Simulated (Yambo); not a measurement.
G0W0@PBEsol for a free-standing TiS3 monolayer (symmetry Pmmn, slab cell 20.4 Å high) in Yambo. Reference settings: 4×4×1 Γ-centred k mesh, bands 3 to 109 and a 5 Ry block in the screening, 109 bands in G with the Bruneval-Gonze terminator, plasmon pole fitted at 27.2 eV, slab-truncated Coulomb interaction, stochastic integration of W near q = 0. The PBEsol gap Γ → Γ on this mesh is 0.22 eV; G0W0 gaps are taken between the same points.

With and without the terminator, as bands are cut:

```json
[
 {"bands in G (in W)": "53 (109)", "gap, terminator (eV)": "1.017", "gap, none (eV)": "0.932", "valence shift, terminator (eV)": "0.345", "valence shift, none (eV)": "1.043"},
 {"bands in G (in W)": "77 (109)", "gap, terminator (eV)": "1.087", "gap, none (eV)": "1.081", "valence shift, terminator (eV)": "0.161", "valence shift, none (eV)": "0.610"},
 {"bands in G (in W)": "109 (109)", "gap, terminator (eV)": "1.112", "gap, none (eV)": "1.135", "valence shift, terminator (eV)": "0.104", "valence shift, none (eV)": "0.425"}
]
```

Over this range the gap spans 0.095 eV with the terminator and 0.203 eV without, the valence shift 0.241 eV and 0.618 eV. Neither column has reached its limit for certain.

Geometry relaxed with PBEsol; primitive cell a = 3.3721 Å, b = 4.9218 Å, c = 20.4000 Å, α = β = γ = 90.00°.

This is a model layer cut from the bulk structure; whether it is stable on its own was not checked.

A shift is the quasiparticle energy of the state minus its PBEsol energy.
